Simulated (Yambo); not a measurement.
Yambo run on AgCl (rock salt, space group Fm-3m, No. 225). The wavefunctions come from this Quantum ESPRESSO step (PBEsol, PseudoDojo standard norm-conserving files, fully relativistic):

```
&CONTROL
  calculation = 'nscf'
  pseudo_dir = './pseudo'
  outdir = './out'
/
&SYSTEM
  ibrav = 0
  nat = 2
  ntyp = 2
  ecutwfc = 82.0
  ecutrho = 328.0
  occupations = 'fixed'
  force_symmorphic = .true.
  nbnd = 205
  noncolin = .true.
  lspinorb = .true.
/
&ELECTRONS
  conv_thr = 2e-09
  diago_full_acc = .true.
  diago_thr_init = 1e-08
/
ATOMIC_SPECIES
Cl 35.4500 Cl.upf
Ag 107.8682 Ag.upf
CELL_PARAMETERS angstrom
  0.000000000000   2.723806402000   2.723806402000
  2.723806402000   0.000000000000   2.723806402000
  2.723806402000   2.723806402000   0.000000000000
ATOMIC_POSITIONS crystal
Cl   0.500000000000   0.500000000000   0.500000000000
Ag   0.000000000000   0.000000000000   0.000000000000
K_POINTS automatic
4 4 4 0 0 0
```

Yambo input:

```
rim_cut
gw0
dyson
el_el_corr
HF_and_locXC
ppa
em1d
RandQpts= 1000000
RandGvec= 1 Ry
EXXRLvcs= 82 Ry
VXCRLvcs= 328 Ry
Chimod= "HARTREE"
% BndsRnXp
 9 | 200 |
%
NGsBlkXp= 10 Ry
% LongDrXp
 1.0 | 1.0 | 1.0 |
%
PPAPntXp= 27.2114 eV
% GbndRnge
 1 | 200 |
%
GTermKind= "BG"
DysSolver= "n"
ExtendOut
% QPkrange
 1 | 1 | 24 | 28 |
 3 | 3 | 26 | 27 |
 7 | 7 | 26 | 27 |
 8 | 8 | 26 | 27 |
%
```

k points by index: 1 = Γ, 3 = L, 7 = X, 8 = W.

Table of the .qp output:

```
#    K-point    Band    Eo [eV]    E [eV]    E-Eo [eV]    Vxc [eV]    Vnlxc [eV]    Sc|Eo [eV]    Sc|E [eV]    dSc/dw|Eo [eV]    Re(Z)    Im(Z)
#
    1    24    -2.516782    -3.822344    -1.305562    -23.07815    -29.94848    5.198808    5.564767    -7.624095    0.781120    -0.003948
    1    25    -2.516782    -3.824300    -1.307518    -23.07815    -29.94872    5.196658    5.563055    -7.621563    0.781175    -0.004165
    1    26    -2.516782    -3.824004    -1.307222    -23.07815    -29.94859    5.196834    5.563217    -7.623144    0.781140    -0.004040
    1    27    0.685576    1.114124    0.428549    -11.37658    -6.981568    -3.877404    -3.966463    -5.653885    0.827967    -0.001029
    1    28    0.685576    1.114124    0.428549    -11.37658    -6.981568    -3.877404    -3.966463    -5.653885    0.827967    -0.001029
    3    26    0.000000    -1.121932    -1.121932    -21.56327    -26.59653    3.627140    3.911327    -6.892003    0.797907    -0.001170
    3    27    3.824052    4.184396    0.360344    -9.651362    -5.212050    -4.007657    -4.078967    -5.383579    0.834833    -0.001024
    7    26    -1.877240    -3.168413    -1.291172    -24.28200    -31.15563    5.228581    5.582460    -7.456898    0.784904    -0.001533
    7    27    2.092743    2.751420    0.658678    -11.86537    -6.939592    -4.131595    -4.267096    -5.597099    0.829400    -0.001025
    8    26    -1.343454    -2.453255    -1.109801    -21.36790    -26.73721    3.972867    4.259507    -7.027079    0.794757    -0.001676
    8    27    4.119814    4.730090    0.610277    -13.79447    -8.929462    -4.119208    -4.254732    -6.041776    0.818308    -0.001206
```
(The two width columns are left out.) Convergence of these settings isn't established.

Geometry relaxed with PBEsol.
